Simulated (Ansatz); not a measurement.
P$_{2}$W in space group Cmc2_1 (No. 36; P on 4a, P on 4a, W on 4a) at seven volumes, PBEsol in the plane-wave PAW code Ansatz, shape and atoms relaxed at each. One row is withheld.

| V (Å³/atom) | P (GPa) |
|---|---|
| 13.173 | 22.85 |
| 13.607 | 14.12 |
| 14.041 | 6.54 |
| 14.475 | 0.00 |
| 14.910 | ? |
| 15.344 | -10.45 |
| 15.778 | -14.55 |

**Question.** Fit the shown pressures and predict the withheld one.

**Answer.** P = (3/2)B₀(x^(7/2) − x^(5/2))[1 + (3/4)(B′ − 4)(x − 1)] with x = (V₀/V)^(2/3). Least squares on the six rows gives V₀ = 14.477 Å³/atom, B₀ = 201 GPa, B′ = 3.97. At V = 14.910, x = 0.9805 and P = -5.59 GPa. The run itself gave -5.63 GPa.

The first step of the workflow began from a Materials Project structure, measured or hypothetical; the Crystallography Open Database files this formula in space group No. 36, but the cells were not matched. Whether it is the stable phase at ambient conditions was not checked. The cell was relaxed with PBEsol under the symmetry of its start; of distortions, only those at the zone centre were tested. No spin polarisation was allowed. Spin–orbit coupling is left out wherever it is not named.

Potentials: the later of the program's two PAW sets.
